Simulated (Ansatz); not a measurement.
# Property card of a MoPt sheet

The structure comes from a generated guess, relaxed at this level; another structure or a mixture of phases may lie lower.

Method: DFT PBE, scalar-relativistic, plane waves, PAW (Ansatz 0.2.0). Plane waves to 420 eV, a k mesh through Γ of 16×16×1 on the computed 2-atom cell and Gaussian smearing (0.10 eV); collinear spin from starting moments 1.0 0.0 μB.

This is a two-dimensional sheet: the third axis spans vacuum and isn't periodic.

```
CELL_PARAMETERS angstrom
3.55131 0.00000 0.00000
0.00000 3.55131 0.00000
0.00000 0.00000 23.80000
ATOMIC_POSITIONS crystal
Mo 0.50000 0.50000 0.29412
Pt 0.00000 0.00000 0.29412
```

The zero of energy is the elements' standard structures at the same level; no fitted shifts are applied.

| Item | Value |
| --- | --- |
| Layer group | p4/mmm (No. 61) |
| In-plane cell | a = 3.551 Å, b = 3.551 Å, γ = 90.0° |
| Area per atom | 6.31 Å² |
| Thickness between the outermost nuclei | 0.00 Å |
| Formation energy | +1.80 eV/atom |
| Band gap over mesh and path | none (metal or semimetal) |
| Net moment per atom | 0.69 μB |
| Moment by site | Mo 0.9 μB |
| Density of states at the Fermi level | 2.3 states/eV per cell |
| Löwdin character within 0.5 eV of the Fermi level | Mo 4d 72 %, Pt 5d 15 %, unprojected 5 % |
| Bader charges (e) | Mo1 0.91, Pt2 -0.91 |

The last run used collinear spin, a 16×16×1 mesh for its 2-atom cell and Gaussian smearing of 0.10 eV. Spin–orbit coupling, which can matter for Pt, is left out. Another magnetic order may lie lower. Site moments count only spheres around the atoms; the net moment includes the space between them.
